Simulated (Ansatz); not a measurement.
GaIO: relaxation (Ansatz)

The command:

```bash
ansatz run input.yaml --threads 2 --pin off --max-ram 3584MiB --backend cpu --events-out ev --progress --plain --runs-dir out
```

input.yaml:

```yaml
crystal:
  lattice:
    - [4.013973, 0.0, 0.0]
    - [0.0, 4.013973, 0.0]
    - [0.0, 0.0, 9.108974]
  atoms:
    - { symbol: O, position: [0.0, 0.0, 0.0] }
    - { symbol: O, position: [0.5, 0.5, 0.0] }
    - { symbol: Ga, position: [0.0, 0.5, 0.1311] }
    - { symbol: Ga, position: [0.5, 0.0, 0.8689] }
    - { symbol: I, position: [0.0, 0.5, 0.6699] }
    - { symbol: I, position: [0.5, 0.0, 0.3301] }
  symmetry: { tolerance: 0.0003 }
kpoints:
  mp_grid: { grid: [8, 8, 4], shift: [0, 0, 0] }
magnetization:
  spin_polarized: false
scf:
  occupations: { method: fermi_dirac }
  lower_state_search: "off"
hamiltonian:
  pseudopotentials: { kind: paw }
  xc: pbe
basis:
  ecutwfc: 420
  fft_grid_basis: typed
relax:
  max_steps: 40
  cell: { p_target: 0.0 }
output:
  forces: true
  stress: true
  eigenvalues: true
  bader: true
  populations: true
  elf: true
  write_potential: true
  volumetric_format: npy
  dos:
    e_range: [-12, 8]
    de: 0.05
    projected: { site_lists: { Ga: [Ga], I: [I], O: [O] } }
checkpoint:
  read: saved_state
```

Origin of the cell: a known structure type with other elements, at an estimated volume, so it need not be a known compound.

The smearing width isn't typed, so it takes its default of 0.1 eV.

The saved state is a converged single point of the same cell.

Steps («new basis» is an SCF on plane waves selected anew at the same cell):

```json
{"step": "1", "ΔF (meV/atom)": "0.0", "max force component (eV/Å)": "3.051", "P (GPa)": "-11.01", "volume (Å³)": "146.76", "SCF iterations": "6", "step was": "accepted"}
{"step": "2", "ΔF (meV/atom)": "-276.2", "max force component (eV/Å)": "1.583", "P (GPa)": "-8.34", "volume (Å³)": "136.12", "SCF iterations": "7", "step was": "accepted"}
{"step": "3", "ΔF (meV/atom)": "-400.9", "max force component (eV/Å)": "0.603", "P (GPa)": "-0.26", "volume (Å³)": "122.55", "SCF iterations": "7", "step was": "accepted"}
{"step": "4", "ΔF (meV/atom)": "-412.4", "max force component (eV/Å)": "0.102", "P (GPa)": "0.38", "volume (Å³)": "121.90", "SCF iterations": "6", "step was": "accepted"}
{"step": "5", "ΔF (meV/atom)": "-415.2", "max force component (eV/Å)": "0.034", "P (GPa)": "0.33", "volume (Å³)": "124.68", "SCF iterations": "6", "step was": "accepted"}
{"step": "6", "ΔF (meV/atom)": "-415.4", "max force component (eV/Å)": "0.013", "P (GPa)": "0.07", "volume (Å³)": "127.54", "SCF iterations": "6", "step was": "accepted"}
{"step": "7", "ΔF (meV/atom)": "-415.3", "max force component (eV/Å)": "0.007", "P (GPa)": "-0.01", "volume (Å³)": "128.44", "SCF iterations": "6", "step was": "accepted"}
{"step": "8", "ΔF (meV/atom)": "-415.3", "max force component (eV/Å)": "0.003", "P (GPa)": "0.01", "volume (Å³)": "128.70", "SCF iterations": "8", "step was": "accepted"}
{"step": "9", "ΔF (meV/atom)": "-414.3", "max force component (eV/Å)": "0.003", "P (GPa)": "-0.03", "volume (Å³)": "128.70", "SCF iterations": "7", "step was": "new basis"}
{"step": "10", "ΔF (meV/atom)": "-414.2", "max force component (eV/Å)": "0.004", "P (GPa)": "0.03", "volume (Å³)": "129.67", "SCF iterations": "6", "step was": "accepted"}
{"step": "11", "ΔF (meV/atom)": "-414.1", "max force component (eV/Å)": "0.000", "P (GPa)": "0.01", "volume (Å³)": "130.20", "SCF iterations": "6", "step was": "accepted"}
{"step": "12", "ΔF (meV/atom)": "-414.5", "max force component (eV/Å)": "0.000", "P (GPa)": "0.03", "volume (Å³)": "130.20", "SCF iterations": "7", "step was": "new basis"}
{"step": "13", "ΔF (meV/atom)": "-414.4", "max force component (eV/Å)": "0.000", "P (GPa)": "0.01", "volume (Å³)": "130.98", "SCF iterations": "6", "step was": "accepted"}
{"step": "14", "ΔF (meV/atom)": "-414.3", "max force component (eV/Å)": "0.000", "P (GPa)": "0.00", "volume (Å³)": "131.26", "SCF iterations": "7", "step was": "accepted"}
{"step": "15", "ΔF (meV/atom)": "-414.6", "max force component (eV/Å)": "0.000", "P (GPa)": "0.01", "volume (Å³)": "131.26", "SCF iterations": "7", "step was": "new basis"}
```

Step 1, with forces in eV/Å:

```xyz
6
Lattice="4.014 0.000 0.000 0.000 4.014 0.000 0.000 0.000 9.109" Properties=species:S:1:pos:R:3:forces:R:3 pbc="T T T" step=1
O     0.000    0.000    0.000    0.000    0.000    0.000
O     2.007    2.007    0.000    0.000    0.000    0.000
Ga    0.000    2.007    1.194    0.000    0.000   -3.051
Ga    2.007    0.000    7.915    0.000    0.000    3.051
I     0.000    2.007    6.102    0.000    0.000    0.272
I     2.007    0.000    3.007    0.000    0.000   -0.272
```

Step 2, with forces in eV/Å:

```xyz
6
Lattice="3.900 0.000 0.000 0.000 3.900 0.000 0.000 0.000 8.947" Properties=species:S:1:pos:R:3:forces:R:3 pbc="T T T" step=2
O     0.000    0.000    0.000    0.000    0.000    0.000
O     1.950    1.950    0.000    0.000    0.000    0.000
Ga    0.000    1.950    0.983    0.000    0.000   -1.583
Ga    1.950    0.000    7.964    0.000    0.000    1.583
I     0.000    1.950    6.028    0.000    0.000    0.231
I     1.950    0.000    2.919    0.000    0.000   -0.231
```

Step 3, with forces in eV/Å:

```xyz
6
Lattice="3.705 0.000 0.000 0.000 3.705 0.000 0.000 0.000 8.929" Properties=species:S:1:pos:R:3:forces:R:3 pbc="T T T" step=3
O     0.000    0.000    0.000    0.000    0.000    0.000
O     1.852    1.852    0.000    0.000    0.000    0.000
Ga    0.000    1.852    0.840    0.000    0.000    0.603
Ga    1.852    0.000    8.089    0.000    0.000   -0.603
I     0.000    1.852    6.049    0.000    0.000    0.193
I     1.852    0.000    2.879    0.000    0.000   -0.193
```

Step 4, with forces in eV/Å:

```xyz
6
Lattice="3.666 0.000 0.000 0.000 3.666 0.000 0.000 0.000 9.072" Properties=species:S:1:pos:R:3:forces:R:3 pbc="T T T" step=4
O     0.000    0.000    0.000    0.000    0.000    0.000
O     1.833    1.833    0.000    0.000    0.000    0.000
Ga    0.000    1.833    0.890    0.000    0.000    0.102
Ga    1.833    0.000    8.182    0.000    0.000   -0.102
I     0.000    1.833    6.220    0.000    0.000   -0.016
I     1.833    0.000    2.853    0.000    0.000    0.016
```

Step 5, with forces in eV/Å:

```xyz
6
Lattice="3.650 0.000 0.000 0.000 3.650 0.000 0.000 0.000 9.357" Properties=species:S:1:pos:R:3:forces:R:3 pbc="T T T" step=5
O     0.000    0.000    0.000    0.000    0.000    0.000
O     1.825    1.825    0.000    0.000    0.000    0.000
Ga    0.000    1.825    0.906    0.000    0.000   -0.034
Ga    1.825    0.000    8.450    0.000    0.000    0.034
I     0.000    1.825    6.487    0.000    0.000   -0.027
I     1.825    0.000    2.870    0.000    0.000    0.027
```

Step 15, with forces in eV/Å:

```xyz
6
Lattice="3.649 0.000 0.000 0.000 3.649 0.000 0.000 0.000 9.860" Properties=species:S:1:pos:R:3:forces:R:3 pbc="T T T" step=15
O     0.000    0.000    0.000    0.000    0.000    0.000
O     1.824    1.824    0.000    0.000    0.000    0.000
Ga    0.000    1.824    0.906    0.000    0.000    0.000
Ga    1.824    0.000    8.954    0.000    0.000    0.000
I     0.000    1.824    6.973    0.000    0.000    0.000
I     1.824    0.000    2.887    0.000    0.000    0.000
```

| Quantity | Value |
| --- | --- |
| Free energy lowered by | 414.6 meV/atom |
| Volume change | -10.56 % |
| Final pressure | 0.01 GPa |
| Relaxation steps listed | 15 |
| Formation energy (elements under the same functional, gases as molecules, uncorrected) | -0.789 eV/atom |

Caveats: no spin, though holes on the anions or broken bonds may carry moments; no spin-orbit coupling, though heavy elements are present; the relaxation held the start's symmetry, so the end may be a saddle point.

It ran for 200 s of wall time on 2 CPU thread(s) of a shared host, from a saved density.
